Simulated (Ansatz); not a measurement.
BP:
```yaml
crystal:
  lattice:
    - [2.71062, 0.00000, 0.00000]
    - [0.00000, 2.71062, 0.00000]
    - [0.00000, 0.00000, 2.71062]
  atoms:
    - { symbol: B, position: [0.00000, 0.00000, 0.00000] }
    - { symbol: P, position: [0.50000, 0.50000, 0.50000] }
```

Relaxed with r²SCAN. Special points in fractions of this cell's reciprocal vectors: Γ (0.000, 0.000, 0.000); X (0.000, 0.500, 0.000); M (0.500, 0.500, 0.000); R (0.500, 0.500, 0.500).

List the band energies nearest the Fermi level at these points for r²SCAN in the plane-wave PAW code Ansatz.

In eV from the Fermi level; about four levels below and three above (degenerate sets whole), none deeper than 8.9 eV; … stands for higher levels left out; points with the same levels are listed once.

```csv
k,below,above
Γ,-1.17 -1.17 -1.17,2.52 4.54 4.54
X,–,3.14 3.14 3.61 3.61
M,-8.67 -8.67 -6.55,5.64 5.90 …
R,-4.07 -4.07 -4.07 -3.28 -3.28 -3.28,…
```

Space group Pm-3m (CsCl type). A made-up cell: these elements were put on the sites of a structure type; neither database checked (COD, Materials Project) lists it. It is not the phase usual at ambient conditions (space group No. 216). The cell was relaxed with r²SCAN under the symmetry of its start. At this level the phase is mechanically unstable.

Potentials: the later of the program's two PAW sets.
